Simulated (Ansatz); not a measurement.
# CaPtCl, a known structure type with other elements, at an estimated volume

```xyz
6
Lattice="3.9749 0.0000 0.0000 0.0000 3.9749 0.0000 0.0000 0.0000 6.9597" Properties=species:S:1:pos:R:3 pbc="T T T"
Ca    0.9937    0.9937    1.3655
Ca    2.9812    2.9812    5.5942
Pt    0.9937    0.9937    4.4765
Pt    2.9812    2.9812    2.4832
Cl    2.9812    0.9937    0.0000
Cl    0.9937    2.9812    0.0000
```

Method: PBE, no spin polarisation; PAW, plane waves to 420 eV, 9×9×5 Γ-centred mesh, fermi-dirac occupations (width 0.1 eV) (Ansatz 0.2.0), atoms fixed.

Problem. Is there a gap?

Solution. It is a metal, with about 3.6 states/eV a cell as the mean within 0.25 eV of the Fermi level, mostly Pt s (43 %) and Pt d (41 %).

Problem. What is the formation energy?

Solution. -0.19 eV an atom against the elements' usual phases (free molecules for gases, crystals otherwise, with no correction for O₂ or N₂), so it is bound against them; other compounds may still compete. Relaxing would lower it.

Problem. Describe some of the short contacts.

Solution. Ca–Cl at 2.41 Å: least valence density 0.38 e/Å³ and ELF 0.15 there. Cl–Cl at 2.81 Å: least valence density 0.23 e/Å³ and ELF 0.13 there. Pt–Ca at 3.02 Å: least valence density 0.14 e/Å³ and ELF 0.08 there. These are pseudo-fields; inside the PAW spheres they differ from the all-electron ones.

Problem. Is the cell too large or too small?

Solution. The pressure is 24.6 GPa (compression positive), so with the atoms held at these fractions the cell would first expand; the forces are large, so a full relaxation may end otherwise. The principal stresses 18.6, 27.6, 27.6 GPa differ, so its shape would change too.

Problem. Where is the largest force?

Solution. The largest is on Ca1 (and as large on other atoms): 4.42 eV/Å, components (0.00, 0.00, 4.42). It makes 124° with the line to a nearest neighbour, Cl5 at 2.41 Å.

Origin: a known structure type with other elements, at an estimated volume, so it need not be a known compound. Caveats: many states at the Fermi level without spin polarisation, so a magnetic state may lie lower; atoms or cell far from equilibrium.
